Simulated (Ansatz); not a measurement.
### Question
TiSi2 in space group Cmcm (No. 63; Ti on 4c, Si on 4c, Si on 4c) is relaxed with LDA (plane waves, PAW; program Ansatz). What lattice parameters of the conventional cell result?

### Answer
a = 3.486 Å, b = 13.256 Å, c = 3.532 Å.

### Question
Give the free coordinates with the occupied sites.

### Answer
In one choice of origin and axes:

| atom | site | symmetry | x | y | z |
|---|---|---|---|---|---|
| Ti | 4c | m2m | 0.0000 | 0.1025 | 0.7500 |
| Si | 4c | m2m | 0.0000 | 0.5599 | 0.2500 |
| Si | 4c | m2m | 0.0000 | 0.2496 | 0.2500 |

### Question
Is it a metal or does it have a gap at this level?

### Answer
No gap at this level.

The LDA relaxation kept the symmetry of its start. No spin polarisation was allowed.

Potentials: the earlier of the program's two PAW sets. The files were generated under PBE; for other functionals the program regenerates the frozen cores, and for LDA and PBEsol the local potential too.
